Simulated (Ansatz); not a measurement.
LiCa2CuN2:
```
LiCa2CuN2
1.0
    5.27106     0.00000     0.00000
    0.00000     5.27106     0.00000
    0.00000     0.00000     6.58936
Li Ca Cu N
2 4 2 4
Direct
  0.50000   0.50000   0.50000
  0.00000   0.00000   0.00000
  0.00000   0.50000   0.25000
  0.00000   0.50000   0.75000
  0.50000   0.00000   0.25000
  0.50000   0.00000   0.75000
  0.50000   0.50000   0.00000
  0.00000   0.00000   0.50000
  0.24865   0.75135   0.50000
  0.75135   0.24865   0.50000
  0.74865   0.74865   0.00000
  0.25135   0.25135   0.00000
```

Relaxed with HSE06. Special points in fractions of this cell's reciprocal vectors: Γ (0.000, 0.000, 0.000); X (0.000, 0.500, 0.000); M (0.500, 0.500, 0.000); Z (0.000, 0.000, 0.500); R (0.000, 0.500, 0.500); A (0.500, 0.500, 0.500).

### Question
List the band energies nearest the valence-band maximum at these points for DFT-HSE06 in the program Ansatz with PAW potentials.

### Answer
In eV from the valence-band maximum; about four levels below and three above (degenerate sets whole), none deeper than 8.9 eV; points with the same levels are listed once.

```json
[
 {"k": "Γ", "below": "-0.96 -0.06 0.00 0.00", "above": "2.14 2.14 2.29"},
 {"k": "X", "below": "-0.44 -0.44 -0.42 -0.42", "above": "3.38 3.38 4.28 4.28"},
 {"k": "M", "below": "-0.44 -0.44 -0.07 -0.07", "above": "3.59 3.59 4.34 4.34"},
 {"k": "Z", "below": "-0.54 -0.54 -0.03 -0.03", "above": "2.20 2.20 3.57 3.57"},
 {"k": "R", "below": "-0.53 -0.53 -0.20 -0.20", "above": "3.69 3.69 4.26 4.26"},
 {"k": "A", "below": "-0.41 -0.41 -0.04 -0.04", "above": "3.70 3.70 5.00 5.00"}
]
```

Space group P4_2/mnm. The first step of the workflow began from a Materials Project structure, measured or hypothetical; the Crystallography Open Database copy checked does not list it. With Li and Cu taken as one species the cell has the higher symmetry P4_2/mmc, so it may be an ordered model of a mixed-site phase. Whether it is the stable phase at ambient conditions was not checked. Symmetry was held in the HSE06 relaxation; its stability against distortions is not shown here. No spin polarisation was allowed. The hybrid was solved on a coarse mesh, the path and, where they were found, the r²SCAN edge points; its band edges are the extreme levels among these.

Potentials: the later of the program's two PAW sets.
